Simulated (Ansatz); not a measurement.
GaP: computed property card

GaP:
```cif
data_GaP
_chemical_formula_sum 'Ga1 P1'
_space_group_name_H-M_alt 'P 1'
_space_group_IT_number 1
_cell_length_a 3.21691
_cell_length_b 3.21691
_cell_length_c 3.21691
_cell_angle_alpha 90.000
_cell_angle_beta 90.000
_cell_angle_gamma 90.000
loop_
_space_group_symop_operation_xyz
  'x, y, z'
loop_
_atom_site_label
_atom_site_type_symbol
_atom_site_fract_x
_atom_site_fract_y
_atom_site_fract_z
_atom_site_occupancy
Ga1 Ga 0.00000 0.00000 0.00000 1
P1 P 0.50000 0.50000 0.50000 1
```

Space group Pm-3m (No. 221), CsCl type; conventional cell a = 3.217 Å, b = 3.217 Å, c = 3.217 Å, α = 90.00°, β = 90.00°, γ = 90.00°.

Method: plane-wave PAW PBE (Ansatz code). Structure relaxed to zero pressure with the same functional. Other levels are named where they apply.

Cell and energy:

```json
{
 "volume_per_atom": "16.65 Å³",
 "density": "5.02 g/cm³",
 "Formation energy from the elements (no fitted shifts)": "0.32 eV/atom"
}
```

Electronic structure:

```json
{
  "electronic_character": "metallic (no gap)",
  "Density of states at the Fermi level": "0.51 states/eV per atom (mean over ±0.08 eV)"
}
```

Mechanics:

```json
{
 "Bulk modulus (Birch–Murnaghan fit)": "70.6 GPa",
 "Pressure derivative B′": "4.7"
}
```

The cell is a constructed one: a structure type filled with these elements; neither database checked (COD, Materials Project) lists it. It is not the phase usual at ambient conditions (space group No. 216). Symmetry was held in the PBE relaxation; its stability against distortions is not shown here. The references are the lowest solids computed at this level, not always the standard phases. Scalar-relativistic: spin–orbit coupling is off unless named, which matters more the heavier the elements.

Potentials: the later of the program's two PAW sets.
